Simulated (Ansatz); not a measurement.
Here is an unrelaxed guess for K₂HfSe₃.

```cif
data_structure
_symmetry_space_group_name_H-M 'P6/mmm'
_symmetry_Int_Tables_number 191
_cell_length_a 6.9591
_cell_length_b 6.9591
_cell_length_c 4.0906
_cell_angle_alpha 90.000
_cell_angle_beta 90.000
_cell_angle_gamma 120.000
_cell_volume 171.57
loop_
_atom_site_label
_atom_site_type_symbol
_atom_site_symmetry_multiplicity
_atom_site_Wyckoff_symbol
_atom_site_fract_x
_atom_site_fract_y
_atom_site_fract_z
_atom_site_occupancy
K1 K 2 d 0.33333 0.66667 0.50000 1
Hf1 Hf 1 b 0.00000 0.00000 0.50000 1
Se1 Se 3 f 0.00000 0.50000 0.00000 1
```

All numbers below come from DFT PBE, scalar-relativistic, plane waves, PAW (Ansatz 0.2.0). Cutoff 420 eV; k points 3×3×4 on the computed 6-atom cell (Γ-centred); Gaussian smearing, width 0.10 eV; no spin polarisation.

Energies over the elements count from the elements' standard structures at the same level, with no fitted energy shifts.

Problem. How far from equilibrium is it?

Solution. The pressure is 3.8 GPa (the mean over three directions, positive in compression), the largest force is 0.00 eV/Å (symmetry fixes the atoms), and the energy is +0.65 eV/atom against the elements. The shortest distance is 2.87 Å.

Problem. Is it a good guess?

Solution. A fair one: relaxing gains about 0.20 eV/atom (the start's value is from the coarse mesh, so the gain is rough) in 12 ionic steps and ends at +0.45 eV/atom on the finer mesh. The symmetry stays P6/mmm (No. 191). The volume per atom grows by 2.7 %, from 28.6 to 29.4 Å³. The shortest distance goes from 2.87 Å (K–Se) to 3.14 Å (K–Se). The ratio c/a of the conventional cell changes by a factor of 1.38. Conventional cell: a = 6.301 Å, c = 5.123 Å. K is surrounded by 6 Se at 3.14 Å, 3 Hf at 3.64 Å and 3 K at 3.64 Å; around Hf lie 6 K at 3.64 Å and 12 Se at 4.06 Å; Se is surrounded by 4 K at 3.14 Å, 4 Se at 3.15 Å and 4 Hf at 4.06 Å.

The last run used a 6×6×10 mesh (in the run's order of axes) for its 6-atom cell and Gaussian smearing of 0.10 eV. Spin–orbit coupling, which can matter for Hf, is left out. The cell is a metal run without spin; a magnetic state may lie lower. The reference form of Se is held partly by dispersion forces, which this level lacks. The relaxation can't lower the symmetry of the start, and the grade says only how near the guess is to its own end. Symmetry constrained the relaxation, so the result can be a saddle point. Another cell of K2HfSe3 relaxed alike, in P-3m1, lies 1.26 eV/atom lower, so this cell isn't the stable form at this level.
